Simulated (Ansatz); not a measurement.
An Ansatz (a program for electronic structure) run. Input:

Ansatz 0.2 input:
```yaml
crystal:
  lattice:
    - [4.7363804856, 0.0, 0.0]
    - [0.0, 2.7672670566, 0.0]
    - [0.0, 0.0, 5.2809857566]
  atoms:
    - { symbol: Ag, position: [0.25, 0.0, 0.8542655819] }
    - { symbol: Ag, position: [0.75, 0.0, 0.1457344181] }
    - { symbol: Ta, position: [0.25, 0.5, 0.3509505802] }
    - { symbol: Ta, position: [0.75, 0.5, 0.6490494198] }
kpoints:
  mp_grid: { grid: [9, 15, 8] }
hamiltonian:
  xc: r2scan
  pseudopotentials: { azcp: { folder: ./paw }, kind: paw }
scf:
  occupations: { method: gaussian, width: 0.1 }
checkpoint: { read: metal.run }
output: { write_density: true, elf: true, volumetric_format: npy }
basis: { fft_grid_basis: typed }
```

Output (shortened):

```
Pseudopotential: Ag, paw, valence charge 19
Pseudopotential: Ta, paw, valence charge 13
Functional definition: r2SCAN
Crystal: 4 atoms, lattice volume = 69.217 Å³
Basis set: ecut = 500 eV, 1721 PW (Γ), exchange–correlation on 144×96×160 points (64 copies of the dense FFT grid, shifted against one another)
Bands: 39, of which v1, the nominal top of the filled ones, is band 32 counted from 1 (31 counted from 0)
Symmetry: 8 space group operations
Space group: Pmma (ITA 51), of the structure as read, at distance tolerance 4.1e-5 Å
k-points: 200 of 1080
Stability of the state it starts from, as read at its close in the unpolarized treatment …
iter 1 solved again at ethr=9.84e-9 eV; its pass at ethr=3.10e-3 eV (dr2=6.30e-6 eV) is discarded
SCF iter   1: F=—  HF=-35096.722410 eV  |F-HF|=—  |Δ(HF+E_count)|=         —  Δρ=2.18e-7  dr2=2.75e-11  dr2_τ=7.73e-12  ethr=9.84e-9  ⟨swp⟩=3.9  Hψ=47371  notcnv=0
preconditioner: auto → Kerker (q_TF=auto, 2.693 Å⁻¹)
SCF iter   2: F=-35096.722410 eV  HF=-35096.722410 eV  |F-HF|=0.00e0  |Δ(HF+E_count)|=  4.00e-10  Δρ=1.40e-7  dr2=2.10e-11  dr2_τ=6.51e-12  ethr=1.00e-12  ⟨swp⟩=5.9  Hψ=27234  notcnv=0
SCF 1 converged in 2 iterations: F = -35096.722410 eV  dr2 = 2.10e-11
SCF converged after 2 iterations
Free energy (F): -35096.722410 eV
Harris-Foulkes:  -35096.722410 eV  (|F-HF|=0.00e0)
Internal energy: -35096.708731 eV  (E = F + TS)
E sigma→0 (E₀):  -35096.715571 eV
Entropy (-TS):   -0.013679 eV (-3.420 meV/atom)
Fermi energy:    18.481052 eV
--- Per-component energies (eV) ---
  E_band       = -733.520060
  E_kinetic    = 1722.975085
  E_local      = -5617.009822  (includes V_loc(G=0)·N_el)
  E_nonlocal   = 40.964519
  E_hartree    = 2633.873191
  E_xc         = -914.126621
  E_vxc        = -967.579319  (∫ρ·V_xc dr)
  E_paw        = -24614.591913  (= ΣΔE_a)
  E_vpaw       = -1239.958853  (= ΣTr[D̂ρ^β])
  E_aug_tail   = 0.000417  (compensation charges beyond the density's cutoff)
  E_vtau       = 59.341408  (kinetic-family band-sum trace: ∫τ·v_τ [+ j·A + Jᵃ·Aᵃ] dr)
  E_ewald      = -8346.261900
  E_core_change = -2.531687  (= ΣΔE_core)
  E_smearing   = -0.013679  (= −TS)
  E_closure    = 0.000000  (closes the sum)
  Σ components = -35096.722410   (vs F -35096.722410, Δ=0.00e0)
  [band-id]    e_kinetic+e_local+e_nonlocal+2·e_hartree+e_vxc+e_vpaw+e_augmentation_tail+e_vtau = -733.520183   (vs E_band -733.520060, Δ=-1.23e-4)
--- Band table (eV; the first three rows and the last of 200) ---
  k-point 0: bands = ["-76.7784", "-76.7700", "-51.1532", "-51.0931", "-39.3785", "-39.3488", "-39.3219", "-39.2992", "-39.2577", "-39.2484", "-17.2560", "-17.1750", "-16.9660", "-16.6617", "-16.4167", "-16.3409", "9.7523", "11.6838", "11.6997", "12.0968", …
  k-point 1: bands = ["-76.7784", "-76.7700", "-51.1532", "-51.0931", "-39.3785", "-39.3488", "-39.3218", "-39.2992", "-39.2577", "-39.2484", "-17.2559", "-17.1749", "-16.9676", "-16.6619", "-16.4167", "-16.3409", "9.8723", "11.7094", "11.7511", "12.0922", …
  k-point 2: bands = ["-76.7785", "-76.7700", "-51.1532", "-51.0931", "-39.3785", "-39.3487", "-39.3216", "-39.2992", "-39.2577", "-39.2484", "-17.2556", "-17.1746", "-16.9715", "-16.6623", "-16.4169", "-16.3410", "10.2207", "11.7439", "11.9038", "12.0730", …
  k-point 199: bands = ["-76.7640", "-76.7625", "-51.0466", "-51.0365", "-39.3978", "-39.3957", "-39.3549", "-39.3498", "-39.2967", "-39.2928", "-17.4915", "-17.4710", "-17.1208", "-17.1049", "-16.6873", "-16.6388", "11.5681", "11.6948", "12.2934", "12.5025", …
```

Cost: around 60 core-seconds (rough) on shared cores.

The start of the workflow was typed in or built on a structure type; neither database checked (COD, Materials Project) lists it. Its standing as an ambient phase is unchecked. The r²SCAN relaxation kept the symmetry of its start; whether a distortion lowers the energy is not shown. No spin polarisation was allowed. Its formation energy is positive at this level, so the cell may be metastable or incomplete. Spin–orbit coupling is left out wherever it is not named.

Potentials: the earlier of the program's two PAW sets.

Ansatz is a plane-wave DFT program.
